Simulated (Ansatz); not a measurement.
This cell of MgO (rock salt) is off equilibrium:

```
MgO
1.0
    0.00000     2.10219     2.10219
    2.10219     0.00000     2.10219
    2.10219     2.10219     0.00000
O Mg
1 1
Direct
  0.94006   0.05994   0.05994
  0.50000   0.50000   0.50000
```

Computed with r2SCAN (plane waves to 500 eV, PAW, scalar-relativistic; Ansatz, an electronic-structure program). k mesh 11×11×11 (Γ-centred), Fermi-Dirac smearing 0.05 eV. E stands for the smeared free energy. Stress and pressure are positive under compression. MgO was relaxed with its symmetry unable to fall.

Question: What forces act on the atoms (eV/Å, Cartesian)?

Answer: 
```tsv
atom	Fx	Fy	Fz
O1	-2.090	0.000	0.000
Mg2	2.090	0.000	0.000
```

Question: Give the stress tensor in GPa and the pressure.

Answer: 
```
   23.7      0.0      0.0
    0.0     -1.5      0.0
    0.0      0.0     -1.5
```
The pressure, a third of the trace, is 6.9 GPa.

Question: In it atom 1 sits (0.252, 0.000, 0.000) Å away from its relaxed site. What is its energy relative to the relaxed cell?

Answer: 220 meV/cell.

(For displaced atoms, the force is minus the slope of the energy, and its curvature is a force constant, which sets phonon frequencies.)
